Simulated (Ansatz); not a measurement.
SiAs:
```cif
data_As12Si12
_chemical_formula_sum 'Si12 As12'
_space_group_name_H-M_alt 'C2/m'
_space_group_IT_number 12
_space_group_name_Hall '-C 2y'
_cell_length_a 16.31267
_cell_length_b 3.66729
_cell_length_c 9.65561
_cell_angle_alpha 90.000
_cell_angle_beta 107.459
_cell_angle_gamma 90.000
loop_
_atom_site_label
_atom_site_type_symbol
_atom_site_symmetry_multiplicity
_atom_site_Wyckoff_symbol
_atom_site_fract_x
_atom_site_fract_y
_atom_site_fract_z
_atom_site_occupancy
Si1 Si 4 i 0.36761 0.00000 0.08570 1
Si2 Si 4 i 0.26326 0.00000 0.20592 1
Si3 Si 4 i 0.06639 0.00000 0.59019 1
As1 As 4 i 0.03901 0.00000 0.82134 1
As2 As 4 i 0.16661 0.50000 0.17090 1
As3 As 4 i 0.35024 0.00000 0.45181 1
```
(The calculation used a cell of 12 atoms; values per cell refer to that cell.)

Relaxed with r²SCAN+D4.

Question: Tabulate the valence density and the electron localisation function along the shortest Si–As contact (2.37 Å), plane-wave PAW r²SCAN+D4 (Ansatz code).

Answer: 

| distance from Si (Å) | density (e/Å³) | ELF |
|---|---|---|
| 0.24 | 0.09 | 0.36 |
| 0.36 | 0.18 | 0.31 |
| 0.47 | 0.29 | 0.47 |
| 0.59 | 0.41 | 0.69 |
| 0.71 | 0.51 | 0.84 |
| 0.83 | 0.56 | 0.90 |
| 0.95 | 0.57 | 0.92 |
| 1.07 | 0.58 | 0.90 |
| 1.19 | 0.60 | 0.87 |
| 1.30 | 0.65 | 0.81 |
| 1.42 | 0.73 | 0.73 |
| 1.54 | 0.94 | 0.66 |
| 1.66 | 1.59 | 0.56 |
| 1.78 | 3.33 | 0.43 |
| 1.90 | 7.18 | 0.28 |
| 2.02 | 13.90 | 0.18 |
| 2.13 | 22.69 | 0.14 |

The density is the valence pseudo-density with augmentation charge, so density and ELF within about 1 Å of a nucleus are not all-electron values.

The start of the workflow was typed in or built on a structure type; neither database checked (COD, Materials Project) lists it. Its standing as an ambient phase is unchecked. The cell was relaxed with r²SCAN+D4 under the symmetry of its start; whether a distortion lowers the energy is not shown.

Potentials: the later of the program's two PAW sets.
